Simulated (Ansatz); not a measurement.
Sn3Pd: computed property card

Sn₃Pd:
```
Sn3Pd
1.0
    4.47044     0.00000     0.00000
    0.00000     4.47044     0.00000
    0.00000     0.00000     4.47044
Pd Sn
1 3
Cartesian
  0.00000   0.00000   0.00000
  0.00000   2.23522   2.23522
  2.23522   0.00000   2.23522
  2.23522   2.23522   0.00000
```

Space group Pm-3m (No. 221), Cu3Au type; conventional cell a = b = c = 4.470 Å, α = β = γ = 90.00°.

Method: plane-wave PAW PBEsol (Ansatz code). Geometry: relaxed at this level of theory. Other levels are named where they apply.

**Cell and energy**

```yaml
volume_per_atom: 22.34 Å³
density: 8.60 g/cm³
Formation energy from the elements (no fitted shifts): -0.045 eV/atom
```

**Electronic structure**

```yaml
electronic_character: metallic (no gap)
Density of states at the Fermi level: 0.54 states/eV per atom (mean over ±0.08 eV)
Gap with spin–orbit coupling: none (metallic)
```

**Mechanics**

```yaml
Bulk modulus (Birch–Murnaghan fit): 783 kbar
Pressure derivative B′: 4.8
Elastic constants (relaxed ions, GPa): C11 = 81.6, C12 = 74.1, C44 = 14.3
mechanical_stability: stable (all eigenvalues of C positive)
hill_bulk_and_shear_moduli: 76.6 and 8.4 GPa
Young's modulus: 24.3 GPa
Poisson's ratio: 0.45
debye_temperature_from_the_elastic_constants: 119 K
```

**Phonons**

```yaml
highest_zone_centre_frequency: 133 cm^-1
zone_centre_stability: unstable, softest mode 55i cm⁻¹
```

The workflow started from an entry of the Crystallography Open Database (COD), which files this formula under 2 space groups. Whether it is the stable phase at ambient conditions was not checked. The cell was relaxed with PBEsol under the symmetry of its start. No spin polarisation was allowed. The volume moved by 42 % from the start of the relaxation. As this level gives no gap, shear constants depend on the k-mesh and smearing (Fermi–Dirac, 0.1 eV here). As this level gives no gap, phonon frequencies hold no LO–TO term and depend on the k-mesh and smearing (Fermi–Dirac, 0.1 eV here). The references are the lowest solids computed at this level, not always the standard phases. Scalar-relativistic: spin–orbit coupling is off unless named, which matters more the heavier the elements.

Potentials: the later of the program's two PAW sets.
